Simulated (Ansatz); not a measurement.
BN:
Space group P6₃/mmc (No. 194); a = 2.512 Å, b = 2.512 Å, c = 8.411 Å, α = 90.00°, β = 90.00°, γ = 120.00°

```json
[
 {"atom": "B", "site": "2c", "symmetry": "-6m2", "x": "0.3333", "y": "0.6667", "z": "0.2500"},
 {"atom": "N", "site": "2d", "symmetry": "-6m2", "x": "0.6667", "y": "0.3333", "z": "0.2500"}
]
```

Relaxed at zero pressure with PBE (plane waves, PAW; program Ansatz).

### Question
The volume is raised by 3 % and shape and atoms relax at that volume. What pressure results, and how do the axes share the change?

### Answer
0.0 GPa; a 0.0 %, b 0.0 %, c 3.0 %; the energy rises by 0 meV/atom.

### Question
Give the new structure.

### Answer

Space group P6₃/mmc (No. 194); a = b = 2.512 Å, c = 8.662 Å, α = β = 90.00°, γ = 120.00°

| atom | site | symmetry | x | y | z |
|---|---|---|---|---|---|
| B | 2c | -6m2 | 0.3333 | 0.6667 | 0.2500 |
| N | 2d | -6m2 | 0.6667 | 0.3333 | 0.2500 |

The phase is kept; no other phase was compared at this pressure.

Space group P6_3/mmc. The cell was relaxed with PBE under the symmetry of its start. The volume lies over 15 % above that of the usual cell of this phase: another minimum, or an error of the functional. A crystal of weakly bound layers computed without a dispersion correction: the cell and the soft elastic constants depend strongly on that.

Potentials: the later of the program's two PAW sets.
